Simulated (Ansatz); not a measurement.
Pb:
```yaml
crystal:
  lattice:
    - [0.00000, 2.47947, 2.47947]
    - [2.47947, 0.00000, 2.47947]
    - [2.47947, 2.47947, 0.00000]
  atoms:
    - { symbol: Pb, position: [0.00000, 0.00000, 0.00000] }
```

Relaxed with PBE+D3(BJ). Special points in fractions of this cell's reciprocal vectors: Γ (0.000, 0.000, 0.000); X (0.500, 0.000, 0.500); U (0.625, 0.250, 0.625); K (0.375, 0.375, 0.750); L (0.500, 0.500, 0.500); W (0.500, 0.250, 0.750).

Problem. List the band energies nearest the Fermi level at these points for PBE+D3(BJ) in the plane-wave PAW code Ansatz.

Solution. In eV from the Fermi level; about four levels below and three above (degenerate sets whole), none deeper than 8.9 eV; … stands for higher levels left out; points with the same levels are listed once.

```json
[
 {"k": "Γ", "below": "–", "above": "7.34 7.34 7.34"},
 {"k": "X", "below": "-6.76 -3.29", "above": "2.01 2.01 …"},
 {"k": "U", "below": "-6.84 -2.30 -1.25", "above": "2.93 …"},
 {"k": "L", "below": "-8.16 -4.22", "above": "5.52 5.52 …"},
 {"k": "W", "below": "-6.65 -1.40 -1.40", "above": "0.23 …"}
]
```

Space group Fm-3m (fcc (Cu type)). Symmetry was held in the PBE+D3(BJ) relaxation. The pairwise dispersion correction was not fitted to metals. Spin–orbit coupling is left out wherever it is not named.

Potentials: the earlier of the program's two PAW sets.
